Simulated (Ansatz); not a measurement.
Phonons of a relaxed structure of LiF by density-functional perturbation theory (low response-accuracy setting, no LO–TO term) at Γ and zone-boundary points with q components 0 or ½ of the primitive reciprocal vectors. The numbers are results of r2SCAN (plane waves to 500 eV, PAW, scalar-relativistic; Ansatz, a program for electronic structure), not measurements. Γ-centred k-mesh 12×12×12, Fermi–Dirac smearing 0.05 eV.

```yaml
crystal:
  lattice:
    - [0.00000, 1.99510, 1.99510]
    - [1.99510, 0.00000, 1.99510]
    - [1.99510, 1.99510, 0.00000]
  atoms:
    - { symbol: F, position: [0.00000, 0.00000, 0.00000] }
    - { symbol: Li, position: [0.50000, 0.50000, 0.50000] }
```

Space group Fm-3m (No. 225), rock salt type.

```json
[
 {"q": "Γ", "wavenumbers (cm⁻¹; i marks imaginary)": "0 (×3), 319 (×3)"},
 {"q": "L (½, 0, 0)", "wavenumbers (cm⁻¹; i marks imaginary)": "221 (×2), 301 (×2), 391, 613"},
 {"q": "X (½, ½, 0)", "wavenumbers (cm⁻¹; i marks imaginary)": "253 (×2), 355 (×2), 362, 474"}
]
```

No instability shows at these points (nothing beyond 15i cm⁻¹, the threshold used here). Other wavevectors were not sampled, so this does not prove stability.

No spin polarisation in the result.
